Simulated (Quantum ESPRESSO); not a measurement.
## Band energies of CdTe

```
CELL_PARAMETERS angstrom
      0.00000     3.24458     3.24458
      3.24458     0.00000     3.24458
      3.24458     3.24458     0.00000
ATOMIC_POSITIONS crystal
  Cd 0.00000 0.00000 0.00000
  Te 0.75000 0.75000 0.75000
```

PBE (stringent potentials; Quantum ESPRESSO, PseudoDojo norm-conserving, 120 Ry, without SOC); path ΓXWKΓLUWLK,UX; energies in eV from the valence-band maximum.

```csv
k (1/Å),point,band 18,band 19,band 20,band 21,band 22,band 23,band 24,band 25
0.00,Γ,-8.01,-8.01,0.00,0.00,0.00,0.76,4.63,4.63
0.22,,-8.01,-8.00,-1.08,-0.30,-0.30,1.87,4.12,5.08
0.43,,-8.00,-7.99,-2.36,-0.92,-0.92,2.89,3.43,6.16
0.75,,-7.98,-7.68,-3.88,-1.68,-1.68,2.64,2.97,7.97
0.97,X,-7.98,-7.52,-4.28,-1.85,-1.85,2.63,2.68,8.80
1.33,,-8.00,-7.45,-4.18,-2.24,-2.13,3.91,4.07,6.32
1.45,W,-8.01,-7.44,-4.16,-2.30,-2.17,4.25,4.69,5.57
1.57,,-8.00,-7.45,-4.16,-2.40,-1.97,3.85,4.57,5.99
1.79,K,-7.99,-7.48,-4.18,-2.53,-1.53,2.91,4.52,7.35
1.90,,-8.00,-7.50,-4.12,-2.59,-1.33,3.05,5.08,6.91
2.10,,-8.01,-7.69,-3.79,-2.23,-0.87,3.16,5.20,5.84
2.31,,-8.02,-7.95,-3.00,-1.48,-0.44,2.82,4.89,5.33
2.62,,-8.01,-8.01,-1.13,-0.30,-0.06,1.69,4.46,4.74
2.82,Γ,-8.01,-8.01,0.00,0.00,0.00,0.76,4.63,4.63
3.14,,-8.01,-8.01,-1.98,-0.27,-0.27,1.92,4.85,5.02
3.35,,-8.01,-7.95,-3.36,-0.56,-0.56,1.95,5.24,5.24
3.66,L,-8.00,-7.66,-4.39,-0.77,-0.77,1.82,5.21,5.21
3.90,,-8.00,-7.61,-4.29,-1.60,-0.98,2.67,4.80,5.74
4.25,U,-7.99,-7.48,-4.18,-2.53,-1.53,2.91,4.52,7.35
4.48,,-8.00,-7.45,-4.16,-2.40,-1.97,3.85,4.57,5.99
4.60,W,-8.01,-7.44,-4.16,-2.30,-2.17,4.25,4.69,5.57
4.69,,-8.01,-7.46,-4.15,-2.41,-1.97,4.10,4.74,5.52
4.99,,-8.00,-7.59,-4.24,-1.85,-1.13,3.00,4.66,5.92
5.18,,-8.00,-7.65,-4.37,-0.96,-0.81,2.03,5.09,5.31
5.28,L,-8.00,-7.66,-4.39,-0.77,-0.77,1.82,5.21,5.21
5.45,,-8.00,-7.63,-4.34,-1.27,-0.88,2.35,4.92,5.49
5.62,,-8.00,-7.57,-4.21,-2.08,-1.15,2.99,4.83,6.22
5.87,K,-7.99,-7.48,-4.18,-2.53,-1.53,2.91,4.52,7.35
5.87,U,-7.99,-7.48,-4.18,-2.53,-1.53,2.91,4.52,7.35
5.96,,-7.99,-7.48,-4.22,-2.36,-1.66,2.81,3.87,7.65
6.22,X,-7.98,-7.52,-4.28,-1.85,-1.85,2.63,2.68,8.80
```

The PBE gap is direct, 0.76 eV at Γ.

Without spin-orbit coupling, band edges of such heavy elements can be off by tenths of an eV.

Geometry relaxed with PBEsol.
